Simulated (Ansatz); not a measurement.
ZnCdS2:
```yaml
crystal:
  lattice:
    - [3.88569, 0.00000, 0.00000]
    - [-1.94285, 3.36511, 0.00000]
    - [0.00000, 0.00000, 6.45693]
  atoms:
    - { symbol: Zn, position: [0.00000, 0.00000, 0.99911] }
    - { symbol: Cd, position: [0.33333, 0.66667, 0.50768] }
    - { symbol: S, position: [0.33333, 0.66667, 0.89173] }
    - { symbol: S, position: [0.00000, 0.00000, 0.35347] }
```

Relaxed with LDA. Special points in fractions of this cell's reciprocal vectors: Γ (0.000, 0.000, 0.000); M (0.500, 0.000, 0.000); K (0.333, 0.333, 0.000); A (0.000, 0.000, 0.500); L (0.500, 0.000, 0.500); H (0.333, 0.333, 0.500).

Q: List the band energies nearest the valence-band maximum at these points for DFT-LDA in the program Ansatz with PAW potentials.

A: In eV from the valence-band maximum; about four levels below and three above (degenerate sets whole), none deeper than 8.9 eV; points with the same levels are listed once.

```tsv
k	below	above
Γ	-1.10 -1.10 -0.29 0.00 0.00	1.30 2.84 6.01 6.01
M	-3.36 -2.40 -1.84 -0.85	3.29 3.86 4.72
K	-3.95 -2.48 -2.37 -2.03	3.85 5.28 5.45
A	-0.87 -0.87 -0.28 -0.28	2.64 3.35 5.29
L	-2.01 -1.87 -1.70 -1.35	2.91 3.29 4.61
H	-3.39 -2.77 -1.58 -1.45	4.04 4.22 5.45
```

Space group P3m1. The workflow started from a Materials Project entry (that database holds measured and hypothetical structures alike); the Crystallography Open Database copy checked does not list it. Its standing as an ambient phase is unchecked. Symmetry was held in the LDA relaxation; phonons on a q-mesh show no instability. Spin–orbit coupling is left out wherever it is not named.

Potentials: the later of the program's two PAW sets.
